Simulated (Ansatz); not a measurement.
# YSi (Cmcm): electronic heat capacity and spin susceptibility from the density of states

Method: DFT r2SCAN, scalar-relativistic, plane waves, PAW (Ansatz 0.2.0).

Settings: cutoff 500 eV, Γ-centred mesh 10×10×12 on the computed 4-atom cell, Gaussian smearing of 0.10 eV; no spin polarisation.

Relaxed cell: Cmcm, a = 4.285 Å, b = 10.558 Å, c = 3.843 Å, α = 90.00°, β = 90.00°, γ = 90.00°, 4 atoms in the primitive cell. Whether it is the stable form of this composition wasn't checked.

The density of states at the Fermi level is 1.921 states/eV in the cell of 4 atoms (2 formula units; both spins, tetrahedra on a 15×15×18 mesh).

Task: What Sommerfeld coefficient and Pauli susceptibility does this give?

Result: Per formula unit N(E_F) = 0.960 states/eV. γ = (π²/3) k_B² N(E_F) N_A = 2.357 mJ/(mol K²) per state/eV, so γ = 2.3 mJ/(mol K²), a mole of formula units. χ_P = μ_B² N(E_F) N_A = 3.23×10⁻⁵ emu/mol per state/eV gives 3.1×10⁻⁵ emu/mol. This is the bare band result: a measured γ of the same phase is as a rule larger by a factor 1 + λ from phonons and spin fluctuations, the spin part of χ is larger by the Stoner factor, and a measured χ also holds orbital and core terms. N(E_F) at one energy is sensitive to the mesh where the density of states has sharp peaks.

Cost: 1 run of about 2.8 core-minutes, on Intel Xeon Platinum 8375C (Ice Lake) (shared hosts).